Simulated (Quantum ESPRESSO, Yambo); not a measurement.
AgCl (space group Cmcm, No. 63) under biaxial strain (along x and y, z relaxed), counted from the cell relaxed with PBEsol, atoms relaxed at each step. PBEsol (Quantum ESPRESSO, PseudoDojo norm-conserving, 82 Ry, scalar-relativistic); G0W0 in Yambo (4×4×4 Γ-centred k mesh, bands 9 to 99 and a 6 Ry block in the screening, 99 bands in G with the Bruneval-Gonze terminator, plasmon pole fitted at 27.2 eV).

```tsv
strain s (%)	PBEsol direct gap at Γ (eV)	G0W0 direct gap at Γ (eV)
-2	?	?
-1	1.827	3.330
0	1.867	3.370
+1	1.906	3.414
+2	1.938	3.444
```

Problem. Fit a parabola in s to each column by least squares and predict the withheld row.

Solution. PBEsol: E = 1.868 + 0.0392 s − 0.0020 s² (largest residual 1 meV), giving 1.781 eV at s = -2; the run gave 1.776 eV, a miss of 6 meV. G0W0: E = 3.373 + 0.0411 s − 0.0025 s² (largest residual 3 meV), giving 3.281 eV at s = -2; the run gave 3.272 eV, a miss of 8 meV. The withheld row lies outside the fitted range, so this is an extrapolation. The GW settings are held fixed; their convergence isn't established. The screening block changes size along the series (125 vectors at -2 %, 119 vectors at -1 %, 127 vectors at +0 %, 127 vectors at +1 %, 135 vectors at +2 %), which puts steps into the G0W0 values. Spin-orbit splittings are left out.

This is not the ordinary phase of the substance; no match was found in the copy of COD used, and its stability was not checked.
